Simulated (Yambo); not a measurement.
Yambo run on SiC (2H, space group P6_3mc, No. 186). The wavefunctions are norm-conserving LDA (Quantum ESPRESSO, 82 Ry, without SOC) ones on a 6×6×4 mesh (8 occupied bands); a = 3.0540 Å, b = 3.0540 Å, c = 5.0119 Å, α = 90.00°, β = 90.00°, γ = 120.00°.

Yambo input:

```
rim_cut
gw0
dyson
el_el_corr
HF_and_locXC
ppa
em1d
RandQpts= 1000000
RandGvec= 1 Ry
EXXRLvcs= 82 Ry
VXCRLvcs= 328 Ry
Chimod= "HARTREE"
% BndsRnXp
 1 | 18 |
%
NGsBlkXp= 3 Ry
% LongDrXp
 1.0 | 1.0 | 1.0 |
%
PPAPntXp= 27.2114 eV
% GbndRnge
 1 | 18 |
%
GTermKind= "none"
DysSolver= "n"
ExtendOut
% QPkrange
 1 | 1 | 8 | 8 |
 10 | 10 | 8 | 9 |
 19 | 19 | 9 | 9 |
%
```

k points by index: 1 = Γ, 10 = M, 19 = K.

Resulting energies as the program prints them:

```
#    K-point    Band    Eo [eV]    E [eV]    E-Eo [eV]    Vxc [eV]    Vnlxc [eV]    Sc|Eo [eV]    Sc|E [eV]    dSc/dw|Eo [eV]    Re(Z)    Im(Z)
#
    1    8    0.000000    0.676063    0.676063    -14.98255    -17.61075    3.461041    3.304263    -6.311184    0.811731    -0.001276
    10    8    -1.206768    -0.763683    0.443085    -14.49747    -17.62620    3.678532    3.571814    -6.555611    0.805855    -0.001337
    10    9    2.731103    4.324749    1.593646    -10.81566    -6.180090    -2.740107    -3.041924    -5.153153    0.840776    -0.001118
    19    9    2.139903    3.637638    1.497735    -10.17953    -5.752098    -2.647630    -2.929695    -5.124320    0.841526    -0.001114
```
(The two width columns are left out.) Convergence of these settings isn't established.

Geometry relaxed with LDA.
